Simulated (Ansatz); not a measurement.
# BW$_{2}$: computed property card

BW2:
```yaml
crystal:
  lattice:
    - [3.45829, 0.00000, 0.00000]
    - [0.00000, 3.45829, 0.00000]
    - [0.00000, 0.00000, 6.36330]
  atoms:
    - { symbol: W, position: [0.00000, 0.00000, 0.00000] }
    - { symbol: W, position: [0.50000, 0.50000, 0.00000] }
    - { symbol: W, position: [0.50000, 0.00000, 0.35982] }
    - { symbol: W, position: [0.00000, 0.50000, 0.64018] }
    - { symbol: B, position: [0.50000, 0.00000, 0.72167] }
    - { symbol: B, position: [0.00000, 0.50000, 0.27833] }
```

Space group P4/nmm (No. 129); conventional cell a = b = 3.4583 Å, c = 6.3633 Å, α = β = γ = 90.00°.

Method: PBEsol in the plane-wave PAW code Ansatz. The cell and atoms are relaxed at this level. Other levels are named where they apply.

Cell and energy:

```json
{
 "volume_per_atom": "12.68 Å³",
 "density": "16.52 g/cm³",
 "Formation energy from the elements (no fitted shifts)": "0.22 eV/atom"
}
```

Electronic structure:

```json
{
 "electronic_character": "metallic (no gap)",
 "Density of states at the Fermi level": "0.51 states/eV per atom (mean over ±0.08 eV)",
 "Gap with spin–orbit coupling": "none (metallic)"
}
```

Mechanics:

```json
{
 "Bulk modulus (Birch–Murnaghan fit)": "310 GPa",
 "Pressure derivative B′": "4.2"
}
```

Phonons:

```json
{
  "highest_zone_centre_frequency": "566 cm⁻¹",
  "zone_centre_stability": "no imaginary mode at Γ"
}
```

The cell is a constructed one: a structure type filled with these elements; neither database checked (COD, Materials Project) lists it. COD files the formula under space group No. 140. Whether it is the stable phase at ambient conditions was not checked. The cell was relaxed with PBEsol under the symmetry of its start. The run is not spin-polarised. As this level gives no gap, phonon frequencies hold no LO–TO term and depend on the k-mesh and smearing (Fermi–Dirac, 0.1 eV here). The references are the lowest solids computed at this level, not always the standard phases. Spin–orbit coupling is left out wherever it is not named.

Potentials: the earlier of the program's two PAW sets. The files were generated under PBE; for other functionals the program regenerates the frozen cores, and for LDA and PBEsol the local potential too.
